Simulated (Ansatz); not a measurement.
## Phonons of Sc (P6_3/mmc)

```xyz
2
Lattice="3.2760 0.0000 0.0000 -1.6380 2.8371 0.0000 0.0000 0.0000 5.0970" Properties=species:S:1:pos:R:3 pbc="T T T"
Sc    0.0000    1.8914    1.2742
Sc    1.6380    0.9457    3.8227
```

Conventional cell: a = 3.276 Å, b = 3.276 Å, c = 5.097 Å, α = 90.00°, β = 90.00°, γ = 120.00°. Sc (atom 1) has 12 Sc at 3.17 to 3.28 Å as nearest neighbours.

Level of theory, where no other is named: PBEsol, all-electron LAPW in Ansatz 0.2.0, scalar-relativistic. k mesh 14×14×8, Fermi-Dirac smearing of 0.080 eV, basis error target 1 meV/atom. The cell was relaxed by PAW under this functional, which moved its volume by -5 % from the database entry's.

Atoms are displaced by 0.01 Å in the smallest supercells that hold the wave vectors of a 2×2×2 mesh. Negative values stand for unstable modes.

(1) What are the phonon energies at the solved wave vectors, in cm⁻¹?

(2) Is the structure dynamically stable at these wave vectors?

(3) How do the optical zone-centre modes decompose, and which are active?

(4) How well do frozen-core PAW files reproduce these all-electron values?

(5) The cell is scaled evenly to 46.427 and 48.322 Å³ (from 47.375), with free atoms relaxed and the shape held, so these aren't the values under hydrostatic pressure. What are the mode Grüneisen parameters γ = −d ln ω/d ln V?

## Answers

(1) 

```json
{"q": "0.000 0.000 0.000", "point": "Gamma", "modes (cm⁻¹)": "135.7 (×2), 230.5"}
{"q": "0.500 0.000 0.000", "point": "M", "modes (cm⁻¹)": "119.5, 136.8, 191.6, 208.4, 214.9, 222.4"}
{"q": "0.000 0.000 0.500", "point": "A", "modes (cm⁻¹)": "96.7 (×4), 164.4 (×2)"}
{"q": "0.500 0.000 0.500", "point": "L", "modes (cm⁻¹)": "135.4 (×2), 162.0 (×2), 204.3 (×2)"}
```

(2) Yes, no mode is unstable there; wave vectors off this mesh aren't tested.

(3) Point group 6/mmm: Γ_opt = E2g + B1g.

| label | cm⁻¹ | activity | mostly |
| --- | --- | --- | --- |
| E2g | 135.7 | Raman | Sc (100 %) |
| B1g | 230.5 | silent | Sc (100 %) |

(4) With a cutoff of 420 eV and displacements of 0.0025 Å, the r.m.s. difference over the modes is 0.1 cm⁻¹; the largest difference is 164.5 (PAW) against 164.4 cm⁻¹ (LAPW).

(5) For the highest mode, 237.4 cm⁻¹ in the small cell and 223.6 in the large one give γ ≈ 1.50. From the change of the dynamical matrix on each mode:

```
point   cm⁻¹     γ
Gamma  135.7  0.41
Gamma  230.5  1.50
    M  119.5  0.50
    M  136.8  0.64
    M  191.6  1.75
    M  208.4  0.89
    M  214.9  1.07
    M  222.4  1.28
    A   96.7  0.29
    A  164.4  1.29
    L  135.4  0.32
    L  162.0  0.59
    L  204.3  1.80
```

Weighted by the modes' heat capacities at 300 K, the mean on this mesh is 0.89; it moves with the q mesh, and a coarse one overweights the zone boundary.

Known limits: responses of metals move with mesh and smearing; the frozen-core PAW files of the compared runs were fitted under PBE, their cores solved anew for this functional.
